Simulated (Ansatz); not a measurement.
# Sr2NiWO6: pressure against volume

Sr2NiWO6, I4/m, a = 5.507 Å, c = 7.901 Å. The structure is a COD entry; whether it is the stable form wasn't checked. Ansatz: PBEsol, PAW, 420 eV, Γ-centred 8×8×8 mesh on 10 atoms, Gaussian smearing 0.02 eV; collinear spin, largest moment 1.6 μB. Shape and atoms are relaxed at each volume; pressure is positive in compression.

```
V (Å³/atom) P (GPa)
     11.261    11.25
     11.621     5.13
     11.980    -0.01
     12.339    -4.30
     12.699        ?
```

**Question.** Take V0 = 11.980 Å³/atom, count pressures from its P0 = -0.01 GPa, fit the third-order Birch–Murnaghan form to the other rows, and predict the missing pressure.

**Answer.** With the Eulerian strain f = ½[(V0/V)^(2/3) − 1] and y = (P − P0)/[3f(1 + 2f)^(5/2)], the form is the line y = B0 + 1.5 B0 (B0′ − 4) f. Rows (f, y): 0.02106, 160.8; 0.01025, 158.9; -0.00975, 154.1. Means f = 0.007187, y = 157.93; Σ(Δf)² = 0.0004887, ΣΔfΔy = 0.1077; the slope is their ratio. y = 156.4 + 220.3 f GPa, so B0 = 156.4 GPa and B0′ = 4 + 2 × (220.3)/(3 × 156.4) = 4.94. At V = 12.699, f = -0.01906, y = 152.20 and P = -7.91 GPa. The run gave -7.87 GPa, so the fit is 0.04 GPa too low, a small miss on the scale of the series. The form still works here, 33 % of the fitted range beyond its end.

The cell holds one magnetic atom, so it can only be ferromagnetic; an antiferromagnetic order may lie lower. Spin–orbit coupling is left out, which can shift energies with elements as heavy as these.

Cost: 5 runs of about 29 core-minutes in all, on Intel Xeon Platinum 8488C (Sapphire Rapids) (shared hosts).